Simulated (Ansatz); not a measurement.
Starting cell, CoSn (CoSn type, space group P6/mmm):

```
CELL_PARAMETERS angstrom
      5.24162     0.00000     0.00000
     -2.62081     4.53938     0.00000
      0.00000     0.00000     4.18794
ATOMIC_POSITIONS crystal
  Co 0.50000 0.00000 0.00000
  Co 0.50000 0.50000 0.00000
  Co 0.00000 0.50000 0.00000
  Sn 0.00000 0.00000 0.00000
  Sn 0.33333 0.66667 0.50000
  Sn 0.66667 0.33333 0.50000
```

In this cell atom 1 (Co, nearest neighbour Sn at 2.583 Å; its periodic images, 4.2 Å or more away, move with it) is moved by s along Cartesian z, unit vector (0.000, 0.000, 1.000); all other atoms and the cell stay fixed.

These are r2SCAN (plane waves to 500 eV, PAW, scalar-relativistic; Ansatz, a quantum-chemistry and plane-wave program) values and carry that method's errors. k mesh 8×8×9 (Γ-centred), Fermi-Dirac smearing 0.05 eV. Energies are smeared free energies. With partly filled bands, energies and forces of such displacements shift with the k mesh and the smearing. CoSn is run without spin polarisation. CoSn was relaxed with its symmetry unable to fall. ΔE is measured from the undisplaced structure. The last digit holds for this mesh only.

```
s (Å)   ΔE (meV/cell)
------  -------------
-0.520         1384.3
-0.416          804.2
-0.312       withheld
-0.208          170.4
-0.104           40.4
0.000             0.0
0.104            40.4
0.208           170.4
0.312        withheld
0.416           804.2
0.520          1384.3
```

**Question.** Fit an even polynomial form (powers 2, 4, 6) to the given rows and predict ΔE at s = 0.312.

**Answer.** Least squares on the 9 given rows: ΔE = (3681)·s² + (6050)·s⁴ + (-2701)·s⁶, in meV/cell with s in Å; root-mean-square residual 0.06 meV/cell. At 0.312 the fit gives 413.2 meV/cell; the calculation gives 413.5 meV/cell, so the interpolation is off by -0.3 (-0.1 %). The quadratic term alone would give 358.3 meV/cell.

(For displaced atoms, the force is minus the slope of the energy, and its curvature is a force constant, which sets phonon frequencies.)
